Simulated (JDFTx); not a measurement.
An input for a modified build of JDFTx (Ir(110), CANDLE, water, 1 M NaF; bohr, hartree) and the course of its log:

```
lattice \
  7.2828722035 0.0000000000 0.0000000000 \
  0.0000000000 5.1497683269 0.0000000000 \
  0.0000000000 0.0000000000 40.6291116795
coords-type Lattice
ion Ir 0.0000000000 0.0000000000 -0.1267506990 0
ion Ir 0.5000000000 0.5000000000 -0.0633753500 0
ion Ir 0.0000000000 0.0000000000 0.0000000000 0
ion Ir 0.5000000000 0.5000000000 0.0633753500 0
ion Ir 0.0000000000 0.0000000000 0.1267506990 0
ion-species pseudo/ir_pbe_v1.2.upf
elec-cutoff 20 100
elec-ex-corr gga-PBE
coulomb-interaction Slab 001
coulomb-truncation-embed 0 0 0
kpoint-folding 6 8 1
elec-smearing Fermi 0.01
elec-n-bands 50
target-mu -0.192566
electronic-scf nIterations 100 energyDiffThreshold 1e-07
fluid LinearPCM
pcm-variant CANDLE
fluid-solvent H2O
fluid-cation Na+ 1
fluid-anion F- 1
fluid-minimize nIterations 400 knormThreshold 1e-11
wavefunction read f0.wfns
elec-initial-eigenvals f0.eigenvals
elec-initial-fillings read f0.fillings
fluid-initial-state f0.fluidState
dump-name f0_u0.$VAR
dump End State Ecomponents EigStats BandEigs Forces ElecDensity IonicPositions Fillings Kpoints Dtot FluidDebug BoundCharge FluidDensity
```

```
[one cycle in 5 is shown, and the last three; fluid-solver lines are left out]
	FillingsUpdate:  mu: -0.192566000  nElectrons: 71.378689
SCF: Cycle:  0   G: -363.547499168633635   dG: +4.234e+00   |Residual|: 2.793e-01   |deigs|: 1.221e-06
	FillingsUpdate:  mu: -0.192566000  nElectrons: 74.902070
SCF: Cycle:  5   G: -367.782443643142187   dG: -3.985e-02   |Residual|: 4.728e-03   |deigs|: 1.694e-03
	FillingsUpdate:  mu: -0.192566000  nElectrons: 74.792801
SCF: Cycle: 10   G: -367.778008325343762   dG: +8.151e-04   |Residual|: 1.013e-02   |deigs|: 2.672e-04
	FillingsUpdate:  mu: -0.192566000  nElectrons: 74.843572
SCF: Cycle: 15   G: -367.781400511175661   dG: -2.907e-03   |Residual|: 4.661e-03   |deigs|: 5.915e-04
	FillingsUpdate:  mu: -0.192566000  nElectrons: 74.901109
SCF: Cycle: 20   G: -367.782736001838714   dG: -4.988e-06   |Residual|: 1.798e-04   |deigs|: 5.007e-04
	FillingsUpdate:  mu: -0.192566000  nElectrons: 74.901638
SCF: Cycle: 25   G: -367.782736782606833   dG: +9.149e-07   |Residual|: 1.253e-04   |deigs|: 5.218e-05
	FillingsUpdate:  mu: -0.192566000  nElectrons: 74.903585
SCF: Cycle: 30   G: -367.782737679024251   dG: -1.055e-05   |Residual|: 6.944e-05   |deigs|: 3.094e-05
	FillingsUpdate:  mu: -0.192566000  nElectrons: 74.903475
SCF: Cycle: 35   G: -367.782737706837622   dG: -4.945e-06   |Residual|: 3.304e-05   |deigs|: 2.540e-05
	FillingsUpdate:  mu: -0.192566000  nElectrons: 74.903111
SCF: Cycle: 40   G: -367.782737718103306   dG: -4.764e-07   |Residual|: 2.271e-05   |deigs|: 5.109e-06
	FillingsUpdate:  mu: -0.192566000  nElectrons: 74.903423
SCF: Cycle: 45   G: -367.782737694589400   dG: +5.255e-09   |Residual|: 6.481e-05   |deigs|: 6.787e-06
	FillingsUpdate:  mu: -0.192566000  nElectrons: 74.903680
SCF: Cycle: 50   G: -367.782737661754481   dG: +5.906e-08   |Residual|: 4.954e-05   |deigs|: 6.173e-06
	FillingsUpdate:  mu: -0.192566000  nElectrons: 74.903189
SCF: Cycle: 55   G: -367.782737728624852   dG: -1.414e-06   |Residual|: 8.941e-06   |deigs|: 1.024e-05
	FillingsUpdate:  mu: -0.192566000  nElectrons: 74.903855
SCF: Cycle: 60   G: -367.782737592488729   dG: +1.358e-07   |Residual|: 7.111e-05   |deigs|: 1.294e-05
	FillingsUpdate:  mu: -0.192566000  nElectrons: 74.903415
SCF: Cycle: 65   G: -367.782737705396073   dG: -3.003e-07   |Residual|: 1.988e-05   |deigs|: 1.173e-05
	FillingsUpdate:  mu: -0.192566000  nElectrons: 74.902505
SCF: Cycle: 70   G: -367.782737528748157   dG: +1.965e-07   |Residual|: 6.150e-05   |deigs|: 4.874e-06
	FillingsUpdate:  mu: -0.192566000  nElectrons: 74.902619
SCF: Cycle: 75   G: -367.782737614841722   dG: +1.104e-07   |Residual|: 4.477e-05   |deigs|: 3.403e-06
	FillingsUpdate:  mu: -0.192566000  nElectrons: 74.903397
SCF: Cycle: 80   G: -367.782737713142637   dG: -9.054e-07   |Residual|: 1.738e-05   |deigs|: 7.756e-06
	FillingsUpdate:  mu: -0.192566000  nElectrons: 74.904396
SCF: Cycle: 85   G: -367.782737299993414   dG: +3.825e-07   |Residual|: 1.075e-04   |deigs|: 7.396e-06
	FillingsUpdate:  mu: -0.192566000  nElectrons: 74.903297
SCF: Cycle: 90   G: -367.782737722420165   dG: -6.300e-06   |Residual|: 9.616e-06   |deigs|: 2.086e-05
	FillingsUpdate:  mu: -0.192566000  nElectrons: 74.903438
SCF: Cycle: 95   G: -367.782737670809411   dG: -2.569e-08   |Residual|: 3.957e-05   |deigs|: 2.888e-06
	FillingsUpdate:  mu: -0.192566000  nElectrons: 74.903326
SCF: Cycle: 97   G: -367.782737723483137   dG: -4.119e-07   |Residual|: 2.391e-05   |deigs|: 5.913e-06
	FillingsUpdate:  mu: -0.192566000  nElectrons: 74.901044
SCF: Cycle: 98   G: -367.782736061544199   dG: +1.662e-06   |Residual|: 1.703e-04   |deigs|: 1.140e-05
	FillingsUpdate:  mu: -0.192566000  nElectrons: 74.903334
SCF: Cycle: 99   G: -367.782737723133266   dG: -1.662e-06   |Residual|: 2.444e-05   |deigs|: 1.144e-05
SCF: None of the convergence criteria satisfied after 100 iterations.
IonicMinimize: Iter:   0  G: -367.782737723133266  |grad|_K:  0.000e+00
IonicMinimize: Converged (|grad|_K<1.000000e-04).
```

This run gave no converged result. The loop ran out of cycles short of its threshold. It has stalled and not diverged: the last ten energies span 4e-06 Ha, so the total is near its end, but levels, forces and the electron count aren't shown converged.
